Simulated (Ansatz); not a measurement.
ZnS:
```
CELL_PARAMETERS angstrom
      3.80610     0.00000     0.00000
     -1.90305     3.29618     0.00000
      0.00000     0.00000     6.24474
ATOMIC_POSITIONS crystal
  Zn 0.66667 0.33333 0.99975
  Zn 0.33333 0.66667 0.49975
  S  0.66667 0.33333 0.62545
  S  0.33333 0.66667 0.12545
```

Tensor components refer to the Cartesian frame of this cell.

Question: Give the high-frequency dielectric tensor and the Born effective charge tensors of the independent atoms from DFPT, DFT-r²SCAN in the program Ansatz with PAW potentials.

Answer: 
ε∞:
```
5.34  0.00  0.00
0.00  5.34  0.00
0.00  0.00  5.46
```
Z* of atom 1 (Zn), rows: field, columns: displacement, in e:
```
1.94  0.00  0.00
0.00  1.94  0.00
0.00  0.00  2.04
```
Z* of atom 3 (S), rows: field, columns: displacement, in e:
```
-1.94   0.00   0.00
 0.00  -1.94   0.00
 0.00   0.00  -2.04
```

Static charges for comparison (Bader): Zn1 +0.97, S3 -0.97 e. Born charges measure polarisation by displacement and can exceed these by far.

Space group P6_3mc (wurtzite). The cell was relaxed with r²SCAN under the symmetry of its start; phonons on a q-mesh show no instability.

Potentials: the later of the program's two PAW sets.
